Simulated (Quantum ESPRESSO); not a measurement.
# MgCa2ZnO4: a curve over strain

Simulated, not a measurement. The program is pw.x of Quantum ESPRESSO 7.5 (plane-wave density functional theory). The cell is made up: 8 atoms on a rocksalt lattice, with randomly drawn elements, strain and displacements, not relaxed. PseudoDojo standard norm-conserving files (v0.5 for PBE, v0.4.1 for LDA and PBEsol) set the functional; there is no spin polarisation, spin-orbit coupling or dispersion term, and the masses in the input are unused placeholders.

Seven runs add a strain to one cell (the same linear strain along x, y and z); the atoms follow the cell and are not relaxed. Stress in the table is positive in tension.

Input of the run at -0.0011:

```
&control calculation='scf', pseudo_dir='./dojo.nc.sr.pbe.v0_5.standard.upf', outdir='./o', disk_io='medium', tprnfor=.true., tstress=.true. /
&system ibrav=0, nat=8, ntyp=4, nbnd=43, ecutwfc=84.00895049, nosym=.true., tot_charge=0,
 occupations='smearing', smearing='fd', degauss=0.0018374661
/
&electrons conv_thr=7.350e-09, electron_maxstep=60, /
ATOMIC_SPECIES
Ca 1.0 Ca.upf
Mg 1.0 Mg.upf
O 1.0 O.upf
Zn 1.0 Zn.upf
CELL_PARAMETERS angstrom
4.5145 0.0271 -0.0182
0.0271 4.57 0.0237
-0.0182 0.0237 4.6835
ATOMIC_POSITIONS angstrom
Mg -0.2093 0.0371 -0.0174
Ca 0.0477 2.4257 2.3468
Ca 2.3794 -0.1118 2.4394
Zn 2.2199 2.2432 0.0189
O 2.2768 0.0062 -0.1925
O 2.2669 2.2495 2.3191
O 4.411 0.0274 2.3952
O 4.5679 2.4465 0.2456
K_POINTS automatic
4 4 4 1 1 1
```

```
added strain  free energy less that of the input shown (eV)  stress xx (GPa)  stress yy (GPa)  stress zz (GPa)  stress xy (GPa)  pressure (GPa)  iterations
     -0.0210                                         0.4066           -21.51           -12.57           -15.51             1.21           16.53          12
     -0.0096                                         0.1341           -15.00            -7.11           -10.02             1.17           10.71          12
     -0.0053                                         0.0595           -12.78            -5.26            -8.16             1.15            8.73          12
     -0.0011                                         0.0000           -10.73            -3.55            -6.42             1.14            6.90          12
     +0.0094                                        -0.0923            -6.05             0.31            -2.51             1.10            2.75          12
     +0.0196                                        -0.1112            -2.08             3.56             0.79             1.06           -0.76          12
```

Question: one run is left out of the table, at -0.0118. Estimate its stress xx (GPa).

Answer: -16.18. The whole row:

```
added strain  free energy less that of the input shown (eV)  stress xx (GPa)  stress yy (GPa)  stress zz (GPa)  stress xy (GPa)  pressure (GPa)  iterations
     -0.0118                                         0.1780           -16.18            -8.10           -11.01             1.18           11.77          12
```

A cubic fit gives a slope of stress xx against the added strain of 469 GPa at zero added strain, with the atoms clamped. Across the table the free energy follows the integral of the stress to within 2.7 meV. A rerun of one of the cells at 1437 eV and a 6 x 6 x 6 mesh moved values by no more than 0.002 eV in energy, 0.04 GPa in stress and 0.007 eV/Å in force.